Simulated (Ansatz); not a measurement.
SiMo:
```yaml
crystal:
  lattice:
    - [3.01982, 0.00000, 0.00000]
    - [0.00000, 3.01982, 0.00000]
    - [0.00000, 0.00000, 3.01982]
  atoms:
    - { symbol: Mo, position: [0.00000, 0.00000, 0.00000] }
    - { symbol: Si, position: [0.50000, 0.50000, 0.50000] }
```

Relaxed with PBEsol. Special points in fractions of this cell's reciprocal vectors: Γ (0.000, 0.000, 0.000); X (0.000, 0.500, 0.000); M (0.500, 0.500, 0.000); R (0.500, 0.500, 0.500).

Problem. List the band energies nearest the Fermi level at these points for plane-wave PAW PBEsol (Ansatz code).

Solution. In eV from the Fermi level; about four levels below and three above (degenerate sets whole), none deeper than 8.9 eV; points with the same levels are listed once.

```tsv
k	below	above
Γ	-3.55 -3.55	1.42 1.42 1.42
X	-7.02 -2.39 -1.72 -1.72	1.87 3.60 5.55
M	-3.19 -3.19 -2.95 -0.52 -0.52	3.37 4.82 5.57
R	-5.86 -5.86 -5.86 -3.29	3.52 3.52 3.84 3.84 3.84
```

Space group Pm-3m (CsCl type). A made-up cell: these elements were put on the sites of a structure type; neither database checked (COD, Materials Project) lists it. Whether it is the stable phase at ambient conditions was not checked. Symmetry was held in the PBEsol relaxation; whether a distortion lowers the energy is not shown. No spin polarisation was allowed. Scalar-relativistic: spin–orbit coupling is off unless named, which matters more the heavier the elements.

Potentials: the earlier of the program's two PAW sets. The files were generated under PBE; for other functionals the program regenerates the frozen cores, and for LDA and PBEsol the local potential too.
